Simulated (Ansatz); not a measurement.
## Ta₂N: vibrational free energy, entropy and heat capacity

All numbers below come from DFT LDA, scalar-relativistic, plane waves, PAW (Ansatz 0.2.0). Settings: 420 eV plane-wave cutoff, Γ-centred 12×12×8 mesh, Fermi-Dirac smearing of 0.15 eV. No spin polarisation. Phonons by linear response, acoustic sum rule imposed.

Relaxed structure:
```
CELL_PARAMETERS angstrom
5.22894 0.00000 0.00000
-2.61447 4.52840 0.00000
0.00000 0.00000 4.88593
ATOMIC_POSITIONS crystal
Ta 0.66700 0.66700 0.75258
Ta 0.00000 0.33300 0.75258
Ta 0.33300 0.00000 0.75258
Ta 0.33300 0.33300 0.24742
Ta 0.00000 0.66700 0.24742
Ta 0.66700 0.00000 0.24742
N 0.66667 0.33333 0.50000
N 0.33333 0.66667 0.50000
N 0.00000 0.00000 0.00000
```

In a metal, frequencies and elastic constants depend on the k mesh and the smearing, soft modes and shear constants most. Spin–orbit coupling is left out, which matters for heavy elements.

Force constants from linear response on a 2×2×2 q mesh, interpolated to a fine mesh.

Phonon density of states, in bins of 10 cm⁻¹:
```
bin centre (cm⁻¹) share of modes (%)
                5                 0.0
               15                 0.0
               25                 0.1
               35                 0.1
               45                 0.2
               55                 0.4
               65                 0.6
               75                 1.0
               85                 1.4
               95                 2.3
              105                 2.6
              115                 4.6
              125                 5.7
              135                 4.8
              145                 7.6
              155                 7.2
              165                 6.6
              175                 6.5
              185                 4.3
              195                 1.7
              205                 3.5
              215                 2.3
              225                 2.3
              235                 0.7
              245                 0.2
              255                 0.0
              265                 0.0
              275                 0.0
              285                 0.0
              295                 0.0
              305                 0.0
              315                 0.0
              325                 0.0
              335                 0.0
              345                 0.0
              355                 0.0
              365                 0.0
              375                 0.0
              385                 0.0
              395                 0.0
              405                 0.0
              415                 0.0
              425                 0.0
              435                 0.0
              445                 0.0
              455                 0.0
              465                 0.0
              475                 0.0
              485                 0.0
              495                 0.0
              505                 0.0
              515                 0.0
              525                 0.0
              535                 0.0
              545                 0.0
              555                 0.0
              565                 0.0
              575                 0.7
              585                 2.0
              595                 5.7
              605                 8.0
              615                 7.5
              625                 1.9
              635                 1.3
              645                 5.9
              655                 0.4
```

Q: How much zero-point energy does an atom carry?

A: 56.9 meV.

Q: How large are the vibrational entropy and heat capacity at 300 K?

A: S = 2.97 k_B and C_V = 2.42 k_B per atom, 81 % of the Dulong–Petit value.

Q: Tabulate them against temperature.

A:
```
T (K) F_vib (meV/atom) S (k_B/atom) C_V (k_B/atom)
  100              54.4          0.88            1.37
  200              41.5          2.06            2.04
  300              19.7          2.97            2.42
  400              -9.2          3.70            2.62
  500             -43.7          4.29            2.74
  600             -82.9          4.80            2.81
  700            -126.2          5.24            2.86
  800            -173.1          5.62            2.89
  900            -223.0          5.97            2.91
 1000            -275.8          6.27            2.93
```

Whether Ta2N exists in this form wasn't checked.

Cost: 1 run of about 92 core-minutes, on Intel Xeon 6975P-C (Granite Rapids) (shared hosts).